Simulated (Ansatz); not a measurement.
The relaxed structure here is a generated cell of Bi2Mo2O7: the first start was made by placing the elements on the sites of a structure type, and the end was not matched to a known phase here, so it may be hypothetical.

The end point of a relaxation of Bi2Mo2O7. Computed with r2SCAN (plane waves to 500 eV, PAW, scalar-relativistic; Ansatz, a first-principles code).

```xyz
22
Lattice="0.0000 5.2436 5.2436 5.2436 0.0000 5.2436 5.2436 5.2436 0.0000" Properties=species:S:1:pos:R:3 pbc="T T T"
Bi     1.3109     1.3109     1.3109
Bi     3.9327     3.9327     1.3109
Bi     3.9327     1.3109     3.9327
Bi     1.3109     3.9327     3.9327
Mo     6.5545     6.5545     6.5545
Mo     3.9327     3.9327     6.5545
Mo     3.9327     6.5545     3.9327
Mo     6.5545     3.9327     3.9327
O      9.9976     7.8654     7.8654
O      5.7333     7.8654     7.8654
O      7.8654     9.9976     7.8654
O      7.8654     5.7333     7.8654
O      7.8654     7.8654     9.9976
O      7.8654     7.8654     5.7333
O      5.2436     7.3758     5.2436
O      5.2436     3.1115     5.2436
O      7.3758     5.2436     5.2436
O      3.1115     5.2436     5.2436
O      5.2436     5.2436     3.1115
O      5.2436     5.2436     7.3758
O      0.0000     0.0000     0.0000
O      2.6218     2.6218     2.6218
```

Task: Find the space group and the Wyckoff positions (tolerance 0.01 Å).

Result: Space group Fd-3m, origin choice 1 (No. 227); a = 10.4872 Å, b = 10.4872 Å, c = 10.4872 Å, α = 90.00°, β = 90.00°, γ = 90.00°

```tsv
atom	site	symmetry	x	y	z
Bi	16d	.-3m	0.6250	0.6250	0.6250
Mo	16c	.-3m	0.1250	0.1250	0.1250
O	48f	2.mm	0.0000	0.0000	0.2033
O	8b	-43m	0.5000	0.5000	0.5000
```

Task: Give the shortest distances between elements (the closest pairs, up to four, under 3.6 Å).

Result: Mo–O 2.03 Å; Bi–O 2.27 Å; O–O 2.71 Å.

```json
{
 "volume_per_atom": "13.11 Å³",
 "band_gap": "no gap: a half-metal at this level (one spin channel is gapped at the Fermi level)",
 "magnetic_moment": "net 0.36 μB/atom, ferromagnetic"
}
```

Spin state reached: ferromagnetic (net 0.36 μB/atom); other spin orders were not run from this start. No Hubbard U is applied.

The run could not lose the symmetry of its start, so the end can be a saddle point.
